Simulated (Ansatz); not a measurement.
Data:

SrZrO3:
```
CELL_PARAMETERS angstrom
     -2.86822     2.86822     4.16182
      2.86822    -2.86822     4.16182
      2.86822     2.86822    -4.16182
ATOMIC_POSITIONS crystal
  Sr 0.75000 0.25000 0.50000
  Sr 0.25000 0.75000 0.50000
  Zr 0.00000 0.00000 0.00000
  Zr 0.50000 0.50000 0.00000
  O  0.18934 0.68934 0.87869
  O  0.81066 0.31066 0.12131
  O  0.68934 0.81066 0.50000
  O  0.31066 0.18934 0.50000
  O  0.25000 0.25000 0.00000
  O  0.75000 0.75000 0.00000
```

This is the PBEsol-relaxed structure.

Problem. All from the program Ansatz at the PBEsol level (PAW), unless another level is named. Predict the highest zone-centre frequency (without LO–TO term).

Solution. 798 cm^-1.

Problem. Give the bulk modulus (Birch–Murnaghan fit).

Solution. 153 GPa.

Space group I4/mcm. The first step of the workflow began from a Materials Project structure, measured or hypothetical; the Crystallography Open Database copy checked does not list it. COD files the formula under space group No. 62, 63, 221. Whether it is the stable phase at ambient conditions was not checked. Symmetry was held in the PBEsol relaxation. At this level the phase is dynamically unstable (imaginary phonons). No spin polarisation was allowed.

Potentials: the later of the program's two PAW sets.
